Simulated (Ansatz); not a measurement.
Consider the following.

CsSnI$_{3}$:
```
CsSnI3
1.0
   10.12189     0.00000     0.00000
    0.00000     4.60897     0.00000
    0.00000     0.00000    17.18386
Cs I Sn
4 12 4
Direct
  0.91510   0.75000   0.67074
  0.58490   0.25000   0.17074
  0.41510   0.75000   0.82926
  0.08490   0.25000   0.32926
  0.53465   0.75000   0.61708
  0.96535   0.25000   0.11708
  0.03465   0.75000   0.88292
  0.46535   0.25000   0.38292
  0.16008   0.75000   0.50025
  0.33992   0.25000   0.00025
  0.66008   0.75000   0.99975
  0.83992   0.25000   0.49975
  0.20070   0.25000   0.71251
  0.29930   0.75000   0.21251
  0.70070   0.25000   0.78749
  0.79930   0.75000   0.28749
  0.34233   0.25000   0.56069
  0.15767   0.75000   0.06069
  0.84233   0.25000   0.93931
  0.65767   0.75000   0.43931
```

This is the LDA-relaxed structure. x, y and z are the axes in which the lattice vectors are written.

Q: All from LDA in the plane-wave PAW code Ansatz, unless another level is named. Estimate the Debye temperature from the elastic constants.

A: 124 K.

Q: What about the highest zone-centre frequency (without LO–TO term)?

A: 142 cm^-1.

Q: Predict the elastic constants (relaxed ions, GPa).

A: C11 = 24.9, C22 = 27.2, C33 = 30.3, C12 = 15.6, C13 = 13.6, C23 = 13.0, C44 = 10.0, C55 = 8.5, C66 = 12.8.

Space group Pnma. The cell was relaxed with LDA under the symmetry of its start. Scalar-relativistic: spin–orbit coupling is off unless named, which matters more the heavier the elements.

Potentials: the later of the program's two PAW sets.
